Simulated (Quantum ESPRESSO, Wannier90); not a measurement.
**MgO (rock salt): Wannier90 run**

```xyz
2
Lattice="0.0000 2.0970 2.0970 2.0970 0.0000 2.0970 2.0970 2.0970 0.0000" Properties=species:S:1:pos:R:3 pbc="T T T"
Mg     0.0000     0.0000     0.0000
O      2.0970     2.0970     2.0970
```

Materials Project entry mp-1265; symmetrised, unrelaxed at this level. COD (Crystallography Open Database) has an entry of this formula and space group (matched by these alone). Method: LDA plane waves in Quantum ESPRESSO 7.5 (PseudoDojo norm-conserving files, 68 Ry, no spin polarisation, no spin-orbit coupling), Bloch states on a 12×12×12 mesh through Γ, Wannier90 4.0.1. Density: 12×12×12 mesh, cold smearing 0.01 Ry.

Band 5 is isolated and gives one Wannier function a cell (O2 2s 89 %, Mg1 3s 10 %; spread 0.58 Å²). Its on-site energy is ε = -15.699 eV relative to the valence-band maximum, and its hoppings t(R) = t(−R) to the nearer images are (images within this range that aren't listed have |t| under 5 meV):

```csv
R (lattice vectors; −R alike),distance (Å),t (eV)
0 0 1,2.97,-0.110
0 1 -1,2.97,-0.110
0 1 0,2.97,-0.110
1 -1 0,2.97,-0.110
1 0 -1,2.97,-0.110
1 0 0,2.97,-0.110
1 -1 -1,4.19,-0.014
1 -1 1,4.19,-0.014
1 1 -1,4.19,-0.014
```

Task: Work out the band energy at Γ, X, U, K from these numbers.

Result: For one orbital E(k) = ε + Σ_R 2 t(R) cos(2π k·R), the sum over the listed R.
- Γ, k = (0.000, 0.000, 0.000): E = -15.699 + (-0.110)·(12.00) + (-0.014)·(6.00) = -17.10 eV; pw.x: -17.01 eV
- X, k = (0.500, 0.000, 0.500): E = -15.699 + (-0.110)·(-4.00) + (-0.014)·(6.00) = -15.34 eV; pw.x: -15.35 eV
- U, k = (0.625, 0.250, 0.625): E = -15.699 + (-0.110)·(-3.66) + (-0.014)·(2.00) = -15.32 eV; pw.x: -15.32 eV
- K, k = (0.375, 0.375, 0.750): E = -15.699 + (-0.110)·(-3.66) + (-0.014)·(2.00) = -15.32 eV; pw.x: -15.32 eV

At these points the listed shells miss the plane-wave band by up to 0.10 eV, of a width of 1.73 eV on the path. With all its hoppings the model misses the band by 0.1 meV at worst on the whole path, so most of the miss comes from the hoppings not listed.
